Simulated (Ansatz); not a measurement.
# Structure optimisation: zirconium, dhcp

Method: DFT, RPBE, plane waves (420 eV) with PAW, scalar-relativistic (Ansatz 0.2.0). (PAW data from PBE, frozen cores regenerated.)

k-point mesh 11×11×3, Fermi-Dirac smearing 0.1 eV, no spin polarisation. Cell and atoms relax.

Starting structure:

```
CELL_PARAMETERS angstrom
3.20506 0.00000 0.00000
-1.60253 2.77567 0.00000
0.00000 0.00000 10.46774
ATOMIC_POSITIONS crystal
Zr 0.00000 0.00000 0.00000
Zr 0.00000 0.00000 0.50000
Zr 0.33333 0.66667 0.25000
Zr 0.66667 0.33333 0.75000
```

Problem. What cell does the relaxation end in?

Solution. P6_3/mmc with a = 3.250 Å, c = 10.501 Å (c/a = 3.231); 24.02 Å³ per atom against 23.28 at the start (3.2 %).

Problem. How much energy does the relaxation gain?

Solution. 6.6 meV per atom.
